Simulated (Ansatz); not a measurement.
# Fitting the PBE energy curve of CsEu3

```xyz
4
Lattice="0.0000 4.7685 4.7685 4.7685 0.0000 4.7685 4.7685 4.7685 0.0000" Properties=species:S:1:pos:R:3 pbc="T T T"
Eu    4.7685    4.7685    4.7685
Eu    7.1528    7.1528    7.1528
Eu    2.3843    2.3843    2.3843
Cs    0.0000    0.0000    0.0000
```

The cell comes from a database or a generator and needn't be the stable form of this composition.

The cell was scaled at fixed shape and fractions and run with Ansatz, Ansatz PAW, cutoff 420 eV; PBE, k mesh 5 × 5 × 5 on the cell of 4 atoms, fermi-dirac occupations of 0.05 eV, collinear spin, ferromagnetic start, no spin-orbit coupling. Energies are those that the program minimises, any entropy of the smearing included. For a metal such a mesh isn't converged to the digits shown. The magnetic state is the one that the start led to, which needn't be the lowest. Plain semilocal runs treat an open f shell poorly.

```csv
V (Å³/atom),energy over the lowest row (meV/atom)
50.9626,2.092
52.0470,0.429
53.1313,0.000
54.2156,0.716
55.2999,2.512
56.3842,?
57.4685,8.785
```

Fit the third-order Birch-Murnaghan form, give V0, B0 and B′, and predict the energy left open.

With y = (V0/V)^(2/3), E = E0 + (9 V0 B0/16) [(y - 1)³ B′ + (y - 1)² (6 - 4y)]. Least squares through the rows shown give V0 = 52.9672 Å³/atom, E0 = -0.011 meV, B0 = 8.378 GPa (1 eV/Å³ = 160.218 GPa) and B′ = 3.70, with a largest miss of 0.015 meV. At V = 56.3842 the form with these constants gives 5.213 meV; the run gave 5.216 meV an atom.
